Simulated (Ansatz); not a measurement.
Elastic constants of C at 7 GPa (stress–strain coefficients): input and output

Method: DFT LDA, scalar-relativistic, plane waves, PAW (Ansatz).

Launched with:
```bash
ansatz run input.yaml --threads 1 --pin off --max-ram 3072MiB --backend cpu --events-out ev --progress --plain --runs-dir out
```

Input (bare energies are in eV):
```yaml
crystal:
  lattice:
    - [0.0, 1.7573064923, 1.7573064923]
    - [1.7573064923, 0.0, 1.7573064923]
    - [1.7573064923, 1.7573064923, 0.0]
  atoms:
    - { symbol: C, position: [0.5, 0.5, 0.5] }
    - { symbol: C, position: [0.75, 0.75, 0.75] }
basis:
  ecutwfc: 420
kpoints:
  mp_grid: { grid: [12, 12, 12] }
hamiltonian:
  xc: lda
scf:
  occupations: { method: fixed }
output:
  forces: true
  stress: true
  eigenvalues: true
elastic:
  mode: relaxed_ion
  stencil: two_point
```

From the output:
```
--- Elastic constants: 2 strain directions × 2 members + reference (group order 48) ---
  dense FFT box of the reference and of every strained cell: 18×18×18
  strains applied: 11, 23; error gains: componentwise 1.00 (the most a stress slope's error grows in a printed constant), spectral 1.73 (1 for all six strains in a standard setting)
  C = ∂σ_k/∂η_j (tension-positive GPa; Voigt order 11 22 33 23 13 12):
      1141.955    169.877    169.877      0.000     -0.000     -0.000
       169.877   1141.955    169.877     -0.000      0.000      0.000
       169.877    169.877   1141.955     -0.000     -0.000     -0.000
        -0.000      0.000      0.000    612.955      0.000     -0.000
        -0.000     -0.000      0.000     -0.000    612.955      0.000
         0.000     -0.000      0.000      0.000      0.000    612.955
  reference stress σ⁰ (GPa):     -6.995     -6.995     -6.995      0.000     -0.000      0.000
  C* (energy form; C + prestress term) asymmetry max|C*_kj − C*_jk| = 1.137e-13 GPa — a small one proves nothing (zero by symmetry where the batch's group is 432, −43m or m−3m); a large one is finite-difference/SCF noise where every solve ...
  moduli (Voigt/Reuss/Hill, GPa): K = 493.90/493.90/493.90   G = 562.19/554.99/558.59   E = 1216.98   ν = 0.089
  mechanically stable: yes (min eigenvalue of sym C = 612.95 GPa)
  strain η (Voigt 11):  stress-route row diagonal C_11 = 1141.96 GPa, energy-path curvature d²(F+E_count+ΔE)/dδ²/Ω₀ = 1140.64 GPa
         δ    σ_11 (GPa) F (eV) n_scf n_hpsi n_pw
    -2.000e-3      -9.2840        -485.9807316       7   25352    222   relax 0 steps, max|allowed force component| 1.94e-16 eV/Å
     2.000e-3      -4.7162        -485.9825802       4   18877    222   relax 0 steps, max|allowed force component| 1.11e-16 eV/Å
  strain η (Voigt 23):  stress-route row diagonal C_44 = 612.95 GPa, energy-path curvature d²(F+E_count+ΔE)/dδ²/Ω₀ = 617.55 GPa
         δ    σ_23 (GPa) F (eV) n_scf n_hpsi n_pw
    -2.000e-3      -1.2259        -485.9817156       2   23550    222   relax 3 steps, max|allowed force component| 5.46e-8 eV/Å
     2.000e-3       1.2259        -485.9817156       2   23657    222   relax 2 steps, max|allowed force component| 1.22e-7 eV/Å
```

It took 12 s on 1 thread of Intel(R) Xeon(R) Platinum 8259CL CPU @ 2.50GHz (Skylake/Cascade Lake), with other jobs on the host, peak memory 0.37 GiB.